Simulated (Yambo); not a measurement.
BaTe (rock salt, space group Fm-3m, No. 225) under isotropic strain of +2 % on all lattice vectors; a = b = c = 5.005 Å, α = β = γ = 60.00°. With the G0W0 scissor the direct gap on the mesh is 3.45 eV.

Question: Does this run resolve the lowest exciton, and if so, what are its energy and binding? (Yambo, PBEsol bands; 8×8×8 mesh, 3 valence and 6 conduction bands, static screening with 44 bands and a 4 Ry block, scissor 1.51 eV, Tamm-Dancoff.)

Answer: No. The lowest state covers only about 4 of the 512 k points, so the mesh doesn't resolve it: its energy and its distance from the direct gap are mesh artefacts. An extended exciton needs a far denser mesh. The scissor comes from a G0W0 run whose convergence isn't established. Spin-orbit coupling is left out, which matters for elements this heavy: edges can move by tenths of an eV.

The standard potential for Te keeps a d shell in the valence without the s and p states of that shell. In tests on such compounds this moved G0W0 gaps by up to about 0.9 eV, so absolute quasiparticle energies here are unreliable; differences between settings are what counts.

Geometry strained from the cell relaxed with PBEsol, atoms relaxed again.
